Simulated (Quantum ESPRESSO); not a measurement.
Al2SiZnN4, a curve over strain

Simulated, not a measurement. The program is pw.x of Quantum ESPRESSO 7.5 (plane-wave density functional theory). The cell is made up: 8 atoms on a wurtzite lattice, with randomly drawn elements, strain and displacements, not relaxed. PseudoDojo standard norm-conserving files (v0.5 for PBE, v0.4.1 for LDA and PBEsol) set the functional; there is no spin polarisation, spin-orbit coupling or dispersion term, and the masses in the input are unused placeholders.

Seven runs add a strain to one cell (the same along x and y); the atoms follow the cell and are not relaxed. Stress in the table is positive in tension.

Input of the run at +0.0009:

```
&control calculation='scf', pseudo_dir='./dojo.nc.sr.pbe.v0_5.standard.upf', outdir='./o', disk_io='low', tprnfor=.true., tstress=.true. /
&system ibrav=0, nat=8, ntyp=4, nbnd=35, ecutwfc=84.00895049, nosym=.true., tot_charge=0,
 occupations='smearing', smearing='fd', degauss=0.0073498644
/
&electrons conv_thr=7.350e-09, electron_maxstep=60, /
ATOMIC_SPECIES
Al 1.0 Al.upf
N 1.0 N.upf
Si 1.0 Si.upf
Zn 1.0 Zn.upf
CELL_PARAMETERS angstrom
3.2035 0.0 0.0
0.0 5.5486 0.0
0.0 0.0 5.2266
ATOMIC_POSITIONS angstrom
Al -0.1117 0.0292 -0.0523
Si 1.6507 2.7891 -0.0216
Zn 1.6149 0.9121 2.6414
Al 0.0752 3.7213 2.5073
N 0.0947 0.002 1.8387
N 1.6161 2.6774 1.969
N 1.6506 1.0117 4.6123
N 0.0467 3.7072 4.5684
K_POINTS automatic
8 6 6 1 1 1
```

| added strain | free energy less that of the input shown (eV) | stress xx (GPa) | stress yy (GPa) | stress zz (GPa) | stress xy (GPa) | pressure (GPa) | iterations |
| --- | --- | --- | --- | --- | --- | --- | --- |
| -0.0235 | -0.2045 | 3.07 | 0.64 | 12.14 | 2.08 | -5.29 | 12 |
| -0.0201 | -0.1940 | 4.61 | 2.38 | 12.43 | 1.96 | -6.47 | 12 |
| -0.0125 | -0.1493 | 7.82 | 6.04 | 13.02 | 1.69 | -8.96 | 12 |
| +0.0009 | 0.0000 | 12.80 | 11.76 | 13.93 | 1.25 | -12.83 | 13 |
| +0.0056 | 0.0711 | 14.36 | 13.56 | 14.22 | 1.11 | -14.05 | 13 |
| +0.0112 | 0.1688 | 16.10 | 15.58 | 14.55 | 0.95 | -15.41 | 13 |
| +0.0208 | 0.3650 | 18.81 | 18.72 | 15.05 | 0.70 | -17.53 | 13 |

A cubic fit gives a slope of stress xx against the added strain of 346 GPa at zero added strain, with the atoms clamped. Across the table the free energy follows the integral of the stress to within 1.2 meV. A rerun of one of the cells at 1437 eV and a 10 x 8 x 8 mesh moved values by no more than 0.002 eV in energy, 0.02 GPa in stress and 0.003 eV/Å in force.